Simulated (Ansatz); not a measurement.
TeO2:
```xyz
12
Lattice="4.8436 0.0000 0.0000 0.0000 4.8460 0.0000 0.0000 0.0000 7.7038" Properties=species:S:1:pos:R:3 pbc="T T T"
Te     3.4876     2.2782     4.8149
Te     3.7778     2.5679     0.9630
Te     1.3560     4.7012     6.7409
Te     1.0658     0.1449     2.8889
O      0.5373     1.2689     1.4713
O      1.8845     3.5771     5.3232
O      4.3063     3.6920     2.3806
O      2.9591     1.1541     6.2325
O      4.7852     0.6722     4.3066
O      2.4802     4.1739     0.4547
O      0.0584     3.0952     7.2492
O      2.3634     1.7508     3.3972
```

Relaxed with r²SCAN.

### Question
Map the valence electron density (e/Å³), cut off at 1 on the plane through (0.280, 0.970, 0.875) spanned by u = [1, 1, 0] and v = [1, 0, 1] in lattice vectors, from r²SCAN in the plane-wave PAW code Ansatz.

### Answer
x is the fraction of u, y of v (the angle between them is 68°; rows are the nearest grid lines); atoms in the plane: Te at (0.00, 0.00), O at (0.67, 0.07).
```
y \ x   0.000  0.0882  0.176  0.265  0.353  0.441  0.559  0.647  0.735  0.824  0.912   1.00
------  -----  ------  -----  -----  -----  -----  -----  -----  -----  -----  -----  -----
1.00     1.00    1.00  0.521   1.00   1.00  0.194  0.195   1.00   1.00  0.519   1.00   1.00
0.925    1.00    1.00  0.428   1.00   1.00  0.684  0.146  0.123  0.137  0.113  0.375   1.00
0.850   0.162   0.216  0.118  0.137  0.391  0.563  0.892  0.430  0.107  0.031  0.054  0.162
0.775   0.173   0.211  0.081  0.034  0.071  0.269   1.00   1.00  0.319  0.057  0.052  0.173
0.700   0.640    1.00  0.698  0.099  0.096  0.254  0.470  0.595  0.284  0.070  0.074  0.640
0.625   0.280    1.00   1.00  0.316  0.148  0.554  0.435  0.142  0.079  0.043  0.044  0.280
0.550   0.077   0.222  0.483  0.303  0.112  0.199  0.349  0.104  0.035  0.047  0.077  0.077
0.450   0.083   0.047  0.074  0.213  0.258  0.096  0.033  0.031  0.033  0.042  0.073  0.083
0.375   0.037   0.025  0.045  0.272   1.00  0.569  0.044  0.018  0.032  0.056  0.053  0.037
0.300   0.178   0.035  0.034  0.158  0.636  0.747  0.095  0.022  0.042  0.204  0.433  0.178
0.225    1.00   0.195  0.042  0.131  0.398  0.484  0.179  0.071  0.048  0.305   1.00   1.00
0.150    1.00   0.329  0.055  0.072  0.223  0.394  0.837   1.00  0.270  0.178  0.765   1.00
0.0750   1.00   0.398  0.142  0.189  0.135  0.128   1.00   1.00   1.00  0.482   1.00   1.00
0.000    1.00    1.00  0.521   1.00   1.00  0.194  0.195   1.00   1.00  0.519   1.00   1.00
```

The density is the valence pseudo-density with augmentation charge, so density and ELF within about 1 Å of a nucleus are not all-electron values.

Space group P4_12_12. The workflow started from a Materials Project entry (that database holds measured and hypothetical structures alike); the Crystallography Open Database files this formula in space group No. 92, but the cells were not matched. Whether it is the stable phase at ambient conditions was not checked. The cell was relaxed with r²SCAN under the symmetry of its start; whether a distortion lowers the energy is not shown. Scalar-relativistic: spin–orbit coupling is off unless named, which matters more the heavier the elements.

Potentials: the later of the program's two PAW sets.
